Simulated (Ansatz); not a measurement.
# Every step of a relaxation of Hg (omega type)

DFT, LDA, PAW with Ansatz's default frozen-core files, scalar-relativistic (Ansatz 0.2.0); a Γ-centred 8×8×11 k mesh, Fermi–Dirac smearing of 0.05 eV, no spin polarisation. The run relaxes cell and atoms at a target pressure of 26 GPa.

Command: `ansatz run input.yaml --threads 1 --pin off --max-ram 3584MiB --backend cpu --events-out ev --progress --plain --runs-dir out` It took 29 s on 1 thread of Arm Neoverse V1 (shared host), peak memory 0.36 GiB.

```yaml
crystal:
  lattice:
    - [4.6284229758, 0.0, 0.0]
    - [-2.3142114879, 4.0083318765, 0.0]
    - [0.0, 0.0, 2.869622245]
  atoms:
    - { symbol: Hg, position: [0.0, 0.0, 0.0] }
    - { symbol: Hg, position: [0.3333333333, 0.6666666667, 0.5] }
    - { symbol: Hg, position: [0.6666666667, 0.3333333333, 0.5] }
kpoints:
  mp_grid: { grid: [8, 8, 11] }
scf:
  occupations: { method: fermi_dirac, width: 0.05 }
hamiltonian:
  xc: lda
  pseudopotentials: { kind: paw }
output:
  forces: true
  stress: true
  eigenvalues: true
relax:
  f_tol: 0.005
  max_steps: 40
  cell: { p_target: 26.0, stress_tol: 0.03 }
```

Each step lists its enthalpy F + pV a cell above the last geometry, the pressure, the cell vectors (Å), and Cartesian positions (Å) with forces (eV/Å).

The first step:

```
step 1  dH = 72.41 meV  P = 28.7 GPa
  cell 4.6284 0.0000 0.0000  -2.3142 4.0083 0.0000  0.0000 0.0000 2.8696
  Hg 0.0000 0.0000 0.0000   0.0000 0.0000 0.0000
  Hg 0.0000 2.6722 1.4348   0.0000 0.0000 0.0000
  Hg 2.3142 1.3361 1.4348   0.0000 0.0000 0.0000
```

Spin–orbit coupling is left out, which matters for the heavy atoms. The PAW files were made under PBE.

The symmetry of the start is kept and no stability test is made, so the end need not be the stable phase.

Task: Where does the relaxation end, and by which steps?

Result: After 5 geometries, with conventional a, b, c = 4.753, 4.753, 2.749 Å, at 17.927 Å³/atom (+1.02 % against the start) in space group P6/mmm, with a shortest distance of 2.744 Å. The further steps:
```
step 2  dH = 21.10 meV  P = 21.3 GPa
  cell 4.7915 0.0000 0.0000  -2.3958 4.1496 0.0000  0.0000 0.0000 2.7743
  Hg 0.0000 0.0000 0.0000   0.0000 0.0000 0.0000
  Hg 0.0000 2.7664 1.3871   0.0000 0.0000 0.0000
  Hg 2.3958 1.3832 1.3871   0.0000 0.0000 0.0000
step 3  dH = 0.38 meV  P = 25.6 GPa
  cell 4.7613 0.0000 0.0000  -2.3807 4.1234 0.0000  0.0000 0.0000 2.7455
  Hg 0.0000 0.0000 0.0000   0.0000 0.0000 0.0000
  Hg 0.0000 2.7490 1.3728   0.0000 0.0000 0.0000
  Hg 2.3807 1.3745 1.3728   0.0000 0.0000 0.0000
step 4  dH = 0.01 meV  P = 26.0 GPa
  cell 4.7512 0.0000 0.0000  -2.3756 4.1147 0.0000  0.0000 0.0000 2.7505
  Hg 0.0000 0.0000 0.0000   0.0000 0.0000 0.0000
  Hg 0.0000 2.7431 1.3753   0.0000 0.0000 0.0000
  Hg 2.3756 1.3716 1.3753   0.0000 0.0000 0.0000
step 5  dH = 0.00 meV  P = 26.0 GPa
  cell 4.7527 0.0000 0.0000  -2.3763 4.1159 0.0000  0.0000 0.0000 2.7493
  Hg 0.0000 0.0000 0.0000   0.0000 0.0000 0.0000
  Hg 0.0000 2.7440 1.3746   0.0000 0.0000 0.0000
  Hg 2.3763 1.3720 1.3746   0.0000 0.0000 0.0000
step 6  dH = -0.07 meV  P = 26.0 GPa  (same geometry on a basis chosen anew; earlier energies don't compare to the last digit)
  cell 4.7527 0.0000 0.0000  -2.3763 4.1159 0.0000  0.0000 0.0000 2.7493
  Hg 0.0000 0.0000 0.0000   0.0000 0.0000 0.0000
  Hg 0.0000 2.7440 1.3746   0.0000 0.0000 0.0000
  Hg 2.3763 1.3720 1.3746   0.0000 0.0000 0.0000
```
